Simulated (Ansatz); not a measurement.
AgBr:
```
CELL_PARAMETERS angstrom
      0.00000     2.83716     2.83716
      2.83716     0.00000     2.83716
      2.83716     2.83716     0.00000
ATOMIC_POSITIONS crystal
  Ag 0.50000 0.50000 0.50000
  Br 0.00000 0.00000 0.00000
```

Relaxed with PBEsol.

Problem. Decompose the optical modes at the zone centre into irreducible representations, and say which are infrared and Raman allowed.

Solution. Point group m-3m: Γ_opt = T1u. Infrared: T1u. Raman: none.

Problem. Assign frequencies (DFPT, PBEsol in the plane-wave PAW code Ansatz; without the LO–TO term).

Solution. T1u 87 cm⁻¹.

Space group Fm-3m (rock salt). Symmetry was held in the PBEsol relaxation; of distortions, only those at the zone centre were tested. No spin polarisation was allowed.

Potentials: the later of the program's two PAW sets.
